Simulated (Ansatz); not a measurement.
# MgTe: computed property card

MgTe:
```
CELL_PARAMETERS angstrom
      0.00000     2.92286     2.92286
      2.92286     0.00000     2.92286
      2.92286     2.92286     0.00000
ATOMIC_POSITIONS crystal
  Mg 0.50000 0.50000 0.50000
  Te 0.00000 0.00000 0.00000
```

Space group Fm-3m (No. 225), rock salt; conventional cell a = b = c = 5.846 Å, α = β = γ = 90.00°.

Method: the program Ansatz at the LDA level (PAW). The cell and atoms are relaxed at this level. Other levels are named where they apply.

### Cell and energy

| Quantity | Value |
|---|---|
| Volume per atom | 24.97 Å³ |
| Density | 5.05 g/cm³ |
| Formation energy from the elements (no fitted shifts) | -0.85 eV/atom |

### Electronic structure

| Property | Result |
|---|---|
| Band gap | 0.38 eV (indirect) |
| Valence-band maximum | on the K–Γ line, 82 % of the way from K |
| Conduction-band minimum | at X (3 equivalent valleys) |
| Smallest direct gap on the standard path | 2.33 eV |
| Electron effective mass | 0.16, 0.16, 0.46 mₑ (principal values) |
| Hole effective mass | 0.18, 0.64, 6.1 mₑ (principal values) |

### Mechanics

| Item | Result |
|---|---|
| Bulk modulus (Birch–Murnaghan fit) | 53.0 GPa |
| Pressure derivative B′ | 4.2 |
| Elastic constants (relaxed ions, GPa) | C11 = 106, C12 = 26.8, C44 = 32.7 |
| Mechanical stability | stable (all eigenvalues of C positive) |
| Hill bulk and shear moduli | 53.1 and 35.2 GPa |
| Young's modulus | 86.5 GPa |
| Poisson's ratio | 0.23 |
| Debye temperature from the elastic constants | 298 K |

### Phonons

| Quantity | Value |
|---|---|
| Highest zone-centre frequency (without LO–TO term) | 161 cm⁻¹ |
| Zone-centre stability | no imaginary mode at Γ |

The cell is a constructed one: a structure type filled with these elements; the Crystallography Open Database copy checked does not list it. COD files the formula under space group No. 186. Whether it is the stable phase at ambient conditions was not checked. The cell was relaxed with LDA under the symmetry of its start. The references are the lowest solids computed at this level, not always the standard phases. Scalar-relativistic: spin–orbit coupling is off unless named, which matters more the heavier the elements.

Potentials: the later of the program's two PAW sets.
